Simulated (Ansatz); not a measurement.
Cu2O:
```
Cu2O
1.0
    4.24566     0.00000     0.00000
    0.00000     4.24566     0.00000
    0.00000     0.00000     4.24566
Cu O
4 2
Direct
  0.75000   0.75000   0.75000
  0.75000   0.25000   0.25000
  0.25000   0.75000   0.25000
  0.25000   0.25000   0.75000
  0.00000   0.00000   0.00000
  0.50000   0.50000   0.50000
```

Relaxed with r²SCAN. r²SCAN in the plane-wave PAW code Ansatz gives a gap of 0.79 eV.

Q: What gap does HSE06 give on the same cell (Ansatz, PAW)?

A: 2.03 eV, 1.24 eV more. The hybrid was solved on a coarser mesh and at special points; the gap given is the minimum over both.

| k | v1 r²SCAN | c1 r²SCAN | v1 HSE06 | c1 HSE06 |
|---|---|---|---|---|
| Γ | 0.00 | 0.79 | 0.00 | 2.03 |
| R | -0.61 | 2.70 | (withheld) | (withheld) |
| M | -0.66 | 2.20 | (withheld) | (withheld) |
| X | -0.38 | 2.54 | (withheld) | (withheld) |

Q: Top valence (v1) and lowest conduction level (c1) in eV from each method's valence maximum (which need not be a listed point): supply the withheld HSE06 values.

A: 
- R, v1 HSE06: -0.78
- R, c1 HSE06: 3.80
- X, v1 HSE06: -0.33
- X, c1 HSE06: 3.84
- M, v1 HSE06: -0.71
- M, c1 HSE06: 3.37

Cost on shared cores: the r²SCAN run (SCF on a 7×7×7 mesh, then bands and DOS) roughly 50 core-seconds, the HSE06 run (SCF on 4×4×4, then a few points) around 2.2 core-minutes (rough); the tasks are unlike.

Space group Pn-3m. The r²SCAN relaxation kept the symmetry of its start. No spin polarisation was allowed. No Hubbard U is applied.

Potentials: the later of the program's two PAW sets.
